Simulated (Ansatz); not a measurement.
This guess for Ti₃PO₆ is about to be relaxed.

```xyz
10
Lattice="0.0000 4.0966 4.0966 4.0966 0.0000 4.0966 4.0966 4.0966 0.0000" Properties=species:S:1:pos:R:3 pbc="T T T"
Ti    6.1449    6.1449    6.1449
Ti    2.0483    2.0483    2.0483
Ti    4.0966    4.0966    4.0966
P     0.0000    0.0000    0.0000
O     1.8816    4.0966    4.0966
O     4.0966    4.0966    1.8816
O     6.3117    4.0966    4.0966
O     4.0966    1.8816    4.0966
O     4.0966    6.3117    4.0966
O     4.0966    4.0966    6.3117
```

All numbers below come from DFT PBE, scalar-relativistic, plane waves, PAW in Ansatz. Cutoff 420 eV, Gaussian smearing, Γ-centred meshes. Cell and atoms relax first on a coarse mesh and then on a finer one. In between, the cell is made exact in the group found at 0.06 Å. In metals the finer mesh still leaves noise of several meV/atom or more. The steps can't lower the symmetry of their start. Collinear spin, starting moments Ti 1.0 (×3) μB.

A guess keeps its type if space group and coordination stay and the shape of the cell changes little (axis ratios within about 15 %, angles within 6°); the volume may change.

Q: Will the relaxed cell still be of the starting type?

A: It keeps its type. The symmetry stays Fm-3m (No. 225). The volume per atom shrinks by 27.7 %, from 13.8 to 9.9 Å³. The shortest distance goes from 1.88 Å (P–O) to 1.70 Å (P–O). Counting neighbours within 15 % of an atom's shortest distance, the start has O 1, P 6, Ti 6/12 and the end O 1, P 6, Ti 6/12.

The last run used collinear spin, a 10×10×10 mesh for its 10-atom cell and Gaussian smearing of 0.10 eV. In such compounds of Ti a zero gap at this level may well be an artefact, since no Hubbard U is applied. Another magnetic order may lie lower. A structure relaxed within its symmetry needn't be a true minimum.

In counts of neighbours, a slash parts the counts of unlike sites.
